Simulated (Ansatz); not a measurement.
This cell of PbSe (rock salt) is off equilibrium:

```
PbSe
1.0
    0.00000     6.21775     6.21775
    3.10888     0.00000     3.10888
    3.10888     3.10888     0.00000
Se Pb
2 2
Direct
  0.00000   0.00000   0.00000
  0.50000   0.00000   0.00000
  0.22911   0.51393   0.51393
  0.77089   0.48607   0.48607
```

These are PBE (plane waves to 420 eV, PAW, scalar-relativistic; Ansatz, a first-principles code) values and carry that method's errors. k mesh 9×9×9 (Γ-centred), Fermi-Dirac smearing 0.05 eV. Stress and pressure are positive under compression. PbSe was relaxed with its symmetry unable to fall. Spin-orbit coupling is left out, though Pb is heavy.

Q: Predict the force on every atom, in eV/Å.

A: 
```tsv
atom	Fx	Fy	Fz
Se1	0.000	0.000	0.000
Se2	0.000	0.000	0.000
Pb3	-0.601	0.601	0.601
Pb4	0.601	-0.601	-0.601
```

(For displaced atoms, the force is minus the slope of the energy, and its curvature is a force constant, which sets phonon frequencies.)
